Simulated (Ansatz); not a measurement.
## La4Al7Ge8: frames of a relaxation, V_Al, charge +0, atoms relaxed at the host's cell

Computed with the plane-wave PAW code Ansatz (scalar-relativistic, PAW set soft_2): PBEsol, no spin polarisation, 420 eV cutoff, k-mesh 3×3×3.

Positions in Å and forces in eV/Å; free energies count from the last frame.

```
19
Lattice="4.271 0.000 6.955 4.271 0.000 -6.955 -4.271 7.398 0.000" Properties=species:S:1:pos:R:3:forces:R:3 pbc="T T T" step=1 dE=0.390eV
La    2.136    3.699   -6.955   -0.088   -0.190   -0.203
La    4.271    0.000   -6.955    0.003    0.195   -0.139
La    2.136    3.699    0.000   -0.001   -0.246   -0.164
La    4.271    0.000    0.000   -0.063    0.200   -0.225
Al    2.136    6.165   -2.517    0.071    0.463    0.122
Al    4.271    2.466    4.439   -0.239   -0.475    0.229
Al    2.136    6.165    4.439   -0.498    0.059    0.143
Al    2.136    1.233    2.517   -0.132    0.089    0.598
Al    0.000    4.932    2.517    0.012   -0.280    0.393
Al    2.136    1.233   -4.439    0.213    0.122    0.346
Al    0.000    4.932   -4.439   -0.019   -0.051    0.044
Ge    0.017    2.460    1.869   -0.122    0.079   -0.542
Ge   -2.136    6.165    1.870   -0.015    0.008   -0.216
Ge    4.271    2.466    1.870   -0.002    0.043   -0.130
Ge    2.136    6.165    1.870   -0.001   -0.035   -0.217
Ge    6.368    1.230   -1.825   -0.192    0.307   -0.312
Ge    4.197    4.956   -1.870    0.596   -0.640    0.008
Ge    2.092    1.201   -1.902    0.516    0.378    0.232
Ge    0.000    4.932   -1.870   -0.039   -0.026    0.031
```

```
19
Lattice="4.271 0.000 6.955 4.271 0.000 -6.955 -4.271 7.398 0.000" Properties=species:S:1:pos:R:3:forces:R:3 pbc="T T T" step=2 dE=0.108eV
La    2.082    3.642   -7.006    0.316    0.482    0.316
La    4.266    0.039   -7.034   -0.045   -0.386    0.346
La    2.166    3.636   -0.039   -0.252    0.536    0.270
La    4.258    0.073   -0.030    0.038   -0.615    0.288
Al    2.212    6.201   -2.468   -0.055    0.075   -0.039
Al    4.260    2.385    4.516   -0.068    0.022   -0.019
Al    2.075    6.224    4.476   -0.110   -0.098    0.003
Al    2.072    1.260    2.574   -0.128   -0.016    0.010
Al    0.001    4.863    2.549   -0.023   -0.076    0.045
Al    2.189    1.259   -4.367    0.136    0.013   -0.027
Al   -0.008    4.931   -4.444    0.012    0.075    0.072
Ge   -0.005    2.462    1.676   -0.042    0.025   -0.040
Ge   -2.125    6.172    1.873   -0.012   -0.006   -0.176
Ge    4.267    2.445    1.921    0.009   -0.010   -0.089
Ge    2.116    6.173    1.865    0.000    0.026   -0.160
Ge    6.257    1.305   -1.859    0.210   -0.155   -0.292
Ge    4.266    4.797   -1.864    0.060    0.167   -0.234
Ge    2.231    1.297   -1.838   -0.065   -0.085   -0.349
Ge   -0.006    4.935   -1.882    0.020    0.027    0.073
```

```
19
Lattice="4.271 0.000 6.955 4.271 0.000 -6.955 -4.271 7.398 0.000" Properties=species:S:1:pos:R:3:forces:R:3 pbc="T T T" step=5 dE=0.000eV
La    2.117    3.701   -6.972   -0.006   -0.011   -0.010
La    4.264   -0.009   -6.996    0.001   -0.001   -0.027
La    2.139    3.701   -0.016    0.012   -0.011   -0.014
La    4.265    0.002   -0.003   -0.004    0.010    0.004
Al    2.209    6.225   -2.475   -0.003   -0.008   -0.009
Al    4.263    2.371    4.507   -0.001    0.002   -0.007
Al    2.047    6.222    4.481    0.004   -0.001   -0.011
Al    2.053    1.267    2.579    0.003    0.000    0.003
Al   -0.006    4.843    2.550   -0.003    0.008    0.001
Al    2.205    1.270   -4.375   -0.002   -0.008    0.001
Al   -0.008    4.927   -4.428    0.004    0.001    0.014
Ge   -0.006    2.453    1.648   -0.006    0.010    0.017
Ge   -2.133    6.173    1.862    0.006   -0.002    0.004
Ge    4.264    2.439    1.893    0.001    0.009   -0.002
Ge    2.119    6.175    1.862   -0.009   -0.001    0.005
Ge    6.283    1.301   -1.863    0.002    0.000    0.013
Ge    4.264    4.803   -1.890   -0.002    0.000   -0.002
Ge    2.240    1.297   -1.861    0.007    0.007    0.012
Ge   -0.007    4.939   -1.882   -0.003   -0.003    0.008
```
